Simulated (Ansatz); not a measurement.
HfO2 (fluorite)

```
HfO2
1.0
    0.00000     2.54906     2.54906
    2.54906     0.00000     2.54906
    2.54906     2.54906     0.00000
Hf O
1 2
Direct
  0.00000   0.00000   0.00000
  0.25000   0.25000   0.25000
  0.75000   0.75000   0.75000
```

The slice is a {111} plane (indices of the conventional cell) through the point (0.250, 0.250, 0.250) (fractional), spanned by u = [100] and v = [-1 2 0] in vectors of this cell: u (3.60 Å) and v (6.24 Å, at 90° to u). It covers one period; positions are fractions (u, v).

Computed with PBE (plane waves to 420 eV, PAW, scalar-relativistic; Ansatz, a quantum-chemistry and plane-wave program). k mesh 11×11×11. These are valence fields of a PAW run, semicore shells included where kept as valence: close to a nucleus they are smooth pseudo fields. HfO2 is run without spin polarisation. HfO2 was relaxed with its symmetry unable to fall. Spin-orbit coupling is left out, though Hf is heavy. The PAW data are Ansatz's earlier set. This is a high-temperature form of HfO2.

Problem. Sketch the electrostatic potential energy of an electron, from the cell's mean on this plane as a map.

Solution. 
```
|xxxxx420000024xxxx|
|xxxxx100000001xxxx|
|xxxx3000xxx0003xxx|
|xxx5200xxxxx0024xx|
|8875100xxxxx001578|
|9975000xxxxx000479|
|9975100xxxxx001579|
|998630000000003689|
|998741000000014789|
|999864200000246899|
|999987543234678999|
|9999987xxxxx789999|
|889998xxxxxxx89999|
|77889xxxxxxxxx8887|
|45677xxxxxxxxx7765|
|11356xxxxxxxxx5531|
|00024xxxxxxxxx4200|
|00001xxxxxxxxx1000|
|xx0003xxxxxxx3000x|
|xxx0024xxxxx5200xx|
|xxx0015788875100xx|
|xxx0004799975000xx|
|xxx0015799975100xx|
|000003689998630000|
|000014789998741000|
|000246899999864200|
|234678999999987543|
|xxx7899999999987xx|
|xxxx89999889998xxx|
|xxxxx888777889xxxx|
|xxxxx776545677xxxx|
|xxxxx553111356xxxx|
```
Scale: ten equal steps from 1.00 (start of '0') to 9.66 (end of '9'), in the order '0123456789'. Values: electrostatic potential energy of an electron, from the cell's mean, in eV. The map has 18 points along u (one character each, u = 0 at the left) and 32 along v (v = 0 in the bottom row). Points within 0.9 Å of a nucleus are blanked (x), as the pseudised field means little there. Values under 1 eV are set to 1. The zero, the cell's mean, hangs on the PAW cores.
